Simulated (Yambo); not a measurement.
Yambo run on K2Pt (space group Fm-3m, No. 225). The wavefunctions come from this Quantum ESPRESSO step (PBEsol, PseudoDojo standard norm-conserving files, scalar-relativistic):

```
&CONTROL
  calculation = 'nscf'
  pseudo_dir = './pseudo'
  outdir = './out'
/
&SYSTEM
  ibrav = 0
  nat = 3
  ntyp = 2
  ecutwfc = 84.0
  ecutrho = 336.0
  occupations = 'fixed'
  force_symmorphic = .true.
  nbnd = 155
/
&ELECTRONS
  conv_thr = 3.0000000000000004e-09
  diago_full_acc = .true.
  diago_thr_init = 1e-08
/
ATOMIC_SPECIES
K 39.0983 K.upf
Pt 195.0840 Pt.upf
CELL_PARAMETERS angstrom
  0.000000000000   3.736123581000   3.736123581000
  3.736123581000   0.000000000000   3.736123581000
  3.736123581000   3.736123581000   0.000000000000
ATOMIC_POSITIONS crystal
K   0.750000000000   0.750000000000   0.750000000000
K   0.250000000000   0.250000000000   0.250000000000
Pt   0.000000000000   0.000000000000   0.000000000000
K_POINTS automatic
4 4 4 0 0 0
```

Yambo input:

```
rim_cut
gw0
dyson
el_el_corr
HF_and_locXC
ppa
em1d
RandQpts= 1000000
RandGvec= 1 Ry
EXXRLvcs= 84 Ry
VXCRLvcs= 336 Ry
Chimod= "HARTREE"
% BndsRnXp
 5 | 154 |
%
NGsBlkXp= 7 Ry
% LongDrXp
 1.0 | 1.0 | 1.0 |
%
PPAPntXp= 27.2114 eV
% GbndRnge
 1 | 154 |
%
GTermKind= "BG"
DysSolver= "n"
ExtendOut
% QPkrange
 1 | 1 | 18 | 19 |
 3 | 3 | 18 | 19 |
 7 | 7 | 18 | 19 |
 8 | 8 | 18 | 19 |
%
```

k points by index: 1 = Γ, 3 = L, 7 = X, 8 = W.

The o-*.qp file then holds:

```
#    K-point    Band    Eo [eV]    E [eV]    E-Eo [eV]    Vxc [eV]    Vnlxc [eV]    Sc|Eo [eV]    Sc|E [eV]    dSc/dw|Eo [eV]    Re(Z)    Im(Z)
#
    1    18    -0.048732    -0.689432    -0.640700    -19.28868    -23.88999    3.746292    3.960611    -9.097901    0.749423    -0.002805
    1    19    3.550390    4.251705    0.701315    -8.926089    -4.630653    -3.416390    -3.594120    -6.883431    0.798007    -0.009027
    3    18    -0.066941    -0.686062    -0.619121    -19.22652    -23.76576    3.712832    3.920113    -9.105595    0.749264    -0.002850
    3    19    1.400760    1.600261    0.199501    -7.262048    -4.294801    -2.725684    -2.767747    -5.734493    0.825940    -0.001299
    7    18    0.000000    -0.610819    -0.610819    -19.24966    -23.63202    3.568520    3.771537    -9.040075    0.750620    -0.002566
    7    19    1.636393    2.031609    0.395216    -7.973357    -4.658776    -2.833096    -2.919365    -5.938301    0.820862    -0.001349
    8    18    -0.051428    -0.665690    -0.614261    -19.32340    -23.88304    3.739578    3.945377    -9.112069    0.749130    -0.002812
    8    19    2.706230    3.171562    0.465331    -9.042696    -5.539498    -2.935374    -3.037866    -5.997068    0.819252    0.011441
```
(The two width columns are left out.) Convergence of these settings isn't established.

Spin-orbit coupling is not included.

Geometry relaxed with PBEsol.

The structure is a Materials Project entry; no match was found in the copy of COD used, and its stability was not checked.
